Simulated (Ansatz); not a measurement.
Se:
```cif
data_Se4
_chemical_formula_sum 'Se4'
_space_group_name_H-M_alt 'P 1'
_space_group_IT_number 1
_cell_length_a 4.92047
_cell_length_b 7.62483
_cell_length_c 2.68651
_cell_angle_alpha 90.000
_cell_angle_beta 90.000
_cell_angle_gamma 90.000
loop_
_space_group_symop_operation_xyz
  'x, y, z'
loop_
_atom_site_label
_atom_site_type_symbol
_atom_site_fract_x
_atom_site_fract_y
_atom_site_fract_z
_atom_site_occupancy
Se1 Se 0.67805 0.39808 0.24976 1
Se2 Se 0.32195 0.60192 0.24976 1
Se3 Se 0.17805 0.10192 0.75024 1
Se4 Se 0.82195 0.89808 0.75024 1
```

Relaxed with r²SCAN+D4.

### Question
Tabulate the valence density and the electron localisation function along the shortest Se–Se contact (2.34 Å), r²SCAN+D4 (plane waves, PAW; program Ansatz).

### Answer


| distance from Se (Å) | density (e/Å³) | ELF |
|---|---|---|
| 0.23 | 27.47 | 0.16 |
| 0.35 | 15.28 | 0.25 |
| 0.47 | 7.30 | 0.40 |
| 0.59 | 3.33 | 0.55 |
| 0.70 | 1.63 | 0.65 |
| 0.82 | 0.99 | 0.70 |
| 0.94 | 0.80 | 0.71 |
| 1.05 | 0.73 | 0.73 |
| 1.17 | 0.70 | 0.73 |
| 1.29 | 0.73 | 0.73 |
| 1.41 | 0.80 | 0.71 |
| 1.52 | 0.99 | 0.70 |
| 1.64 | 1.63 | 0.65 |
| 1.76 | 3.33 | 0.55 |
| 1.87 | 7.30 | 0.40 |
| 1.99 | 15.28 | 0.25 |
| 2.11 | 27.47 | 0.16 |

The density is the valence pseudo-density with augmentation charge, so density and ELF within about 1 Å of a nucleus are not all-electron values.

Space group Pnnm. The workflow started from a Materials Project entry (that database holds measured and hypothetical structures alike); the Crystallography Open Database copy checked does not list it. It is not the phase usual at ambient conditions (space group No. 152). The cell was relaxed with r²SCAN+D4 under the symmetry of its start; of distortions, only those at the zone centre were tested.

Potentials: the later of the program's two PAW sets.
